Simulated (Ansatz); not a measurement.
Structure types of Li were relaxed at one common pressure (all-electron LAPW in Ansatz 0.2.0 under PBEsol, scalar-relativistic, no spin polarisation, zero temperature). They take these volumes:

| type | space group | V (Å³/atom) |
| --- | --- | --- |
| fcc | Fm-3m | 8.39 |
| bcc | Im-3m | 8.43 |
| hcp | P6_3/mmc | 8.41 |
| A7 | R-3m | 8.00 |
| diamond | Fd-3m | 7.51 |
| beta tin | I4_1/amd | 8.13 |

Task: At about which pressure, and is the densest type also the lowest in enthalpy?

Result: 52 GPa. The densest is diamond, and it is 376 meV/atom above fcc: its gain in pV doesn't pay for its higher energy here.
